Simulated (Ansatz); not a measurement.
Given:

Relaxed MoS2 (2H-MoS2 type, space group P6_3/mmc):

```yaml
crystal:
  lattice:
    - [3.10903, 0.00000, 0.00000]
    - [-1.55452, 2.69250, 0.00000]
    - [0.00000, 0.00000, 11.70864]
  atoms:
    - { symbol: Mo, position: [0.33333, 0.66667, 0.25000] }
    - { symbol: Mo, position: [0.66667, 0.33333, 0.75000] }
    - { symbol: S, position: [0.33333, 0.66667, 0.61648] }
    - { symbol: S, position: [0.66667, 0.33333, 0.11648] }
    - { symbol: S, position: [0.66667, 0.33333, 0.38352] }
    - { symbol: S, position: [0.33333, 0.66667, 0.88352] }
```

Scan: atom 3 (S, nearest neighbour Mo at 2.380 Å; its periodic images, 3.1 Å or more away, move with it) is displaced along Cartesian [111], direction (0.577, 0.577, 0.577) in Cartesian axes, by s. The other atoms stay.

The numbers are results of PBEsol-D3(BJ) (plane waves to 420 eV, PAW, scalar-relativistic; Ansatz, a quantum-chemistry and plane-wave program), not measurements. k mesh 10×10×3 (Γ-centred), Fermi-Dirac smearing 0.05 eV. Energies are smeared free energies. MoS2 is run without spin polarisation. MoS2 was relaxed with its symmetry unable to fall. The PAW data are Ansatz's earlier set. ΔE is measured from the undisplaced structure.

The scan covers s from -0.240 to 0.240 Å in 11 points.

Problem. Is the energy the same for displacements of ±0.240 Å, and if not, which side lies higher?

Solution. Not even: the positive side lies higher at ±0.240 Å. With its periodic images moving along, the atom's site symmetry in this cell is 3m..

Problem. What is the energy change at s = 0.240 Å?

Solution. 449 meV/cell.

Problem. What force acts on the atom along the line at s = -0.240 Å?

Solution. 2.29 eV/Å.

Problem. What is the force constant k = d²E/ds² of this move at s = 0?

Solution. 13.1 eV/Å².

(A displaced cell: forces are minus the slopes of the energy, force constants its curvatures, and phonons follow from these.)
